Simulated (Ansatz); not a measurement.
Data:

Sn:
Space group Fd-3m, origin choice 1 (No. 227); a = b = c = 6.474 Å, α = β = γ = 90.00°

| atom | site | symmetry | x | y | z |
|---|---|---|---|---|---|
| Sn | 8a | -43m | 0.0000 | 0.0000 | 0.0000 |
(The calculation used a cell of 2 atoms; values per cell refer to that cell.)

This is the LDA-relaxed structure.

Task: All from the program Ansatz at the LDA level (PAW), unless another level is named. Predict the bulk modulus (Birch–Murnaghan fit).

Result: 44.6 GPa.

Task: Give the vibrational entropy at 300 K.

Result: 43.6 J/(K·mol of atoms).

This is a known low-temperature phase of the composition, computed here at zero pressure and temperature. The LDA relaxation kept the symmetry of its start; whether a distortion lowers the energy is not shown. Scalar-relativistic: spin–orbit coupling is off unless named, which matters more the heavier the elements.

Potentials: the earlier of the program's two PAW sets. The files were generated under PBE; for other functionals the program regenerates the frozen cores, and for LDA and PBEsol the local potential too.
